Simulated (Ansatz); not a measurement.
NiSb (NiAs type, P6_3/mmc) under volume change, plane-wave PAW PBE (Ansatz code), shape and atoms relaxed at each volume.

| V (Å³/atom) | E − E(relaxed) (meV/atom) | P (GPa) |
|---|---|---|
| 16.054 | ___ | ___ |
| 16.584 | ___ | ___ |
| 17.113 | 5.9 | 3.70 |
| 17.642 | 0.0 | 0.00 |
| 18.171 | 5.2 | -3.09 |
| 18.701 | 19.9 | -5.67 |
| 19.230 | 42.2 | -7.80 |

### Question
What belongs in the gaps?

### Answer

- 16.054, E − E(relaxed) (meV/atom): 60.8
- 16.054, P (GPa): 13.48
- 16.584, E − E(relaxed) (meV/atom): 25.3
- 16.584, P (GPa): 8.16

### Question
What does a third-order Birch–Murnaghan fit give for V₀, B₀ and B′?

### Answer
V₀ = 17.64 Å³/atom, B₀ = 113 GPa, B′ = 5.1.

The PBE relaxation kept the symmetry of its start. No spin polarisation was allowed. Scalar-relativistic: spin–orbit coupling is off unless named, which matters more the heavier the elements.

Potentials: the later of the program's two PAW sets.
